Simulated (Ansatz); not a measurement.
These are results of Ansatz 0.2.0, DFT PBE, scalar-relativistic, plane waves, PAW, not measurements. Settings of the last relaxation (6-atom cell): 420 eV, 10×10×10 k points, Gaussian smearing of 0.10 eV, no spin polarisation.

Formation energies are uncorrected and count from the elements' standard states at the same level.

Problem. Find a candidate cubic metal that holds Ti and 1 more element, with a formation energy near −0.27 eV/atom and about 17 Å³ per atom, in a cell of 6 atoms. Its symmetry should be F-43m (No. 216).

Solution. TiPt5, space group F-43m (No. 216). Ti is surrounded by 16 Pt at 3.05–3.19 Å; Pt on a site of symmetry -43m has 12 Pt at 3.05 Å and 4 Ti at 3.19 Å; Pt on a site of symmetry 3m is surrounded by 6 Pt at 2.60–2.61 Å, 3 Pt at 3.05 Å and 3 Ti at 3.05 Å.

```cif
data_structure
_symmetry_space_group_name_H-M 'F-43m'
_symmetry_Int_Tables_number 216
_cell_length_a 7.3579
_cell_length_b 7.3579
_cell_length_c 7.3579
_cell_angle_alpha 90.000
_cell_angle_beta 90.000
_cell_angle_gamma 90.000
_cell_volume 398.35
loop_
_atom_site_label
_atom_site_type_symbol
_atom_site_symmetry_multiplicity
_atom_site_Wyckoff_symbol
_atom_site_fract_x
_atom_site_fract_y
_atom_site_fract_z
_atom_site_occupancy
Ti1 Ti 4 a 0.00000 0.00000 0.00000 1
Pt1 Pt 4 d 0.25000 0.25000 0.75000 1
Pt2 Pt 16 e 0.12481 0.37519 0.12481 1
```

The volume per atom is 16.60 Å³. The density is 17.06 g/cm³ and the energy over the elements is −0.27 eV/atom. The gap on the 10×10×10 mesh of the 6-atom cell is 0 eV (a metal).

The structure comes from a generated guess, relaxed at this level; another structure or a mixture of phases may lie lower. The answer needn't be unique; the calculation gave this one.

These runs have no spin–orbit coupling, which can matter for Pt. Symmetry constrained the relaxation, so the result can be a saddle point.
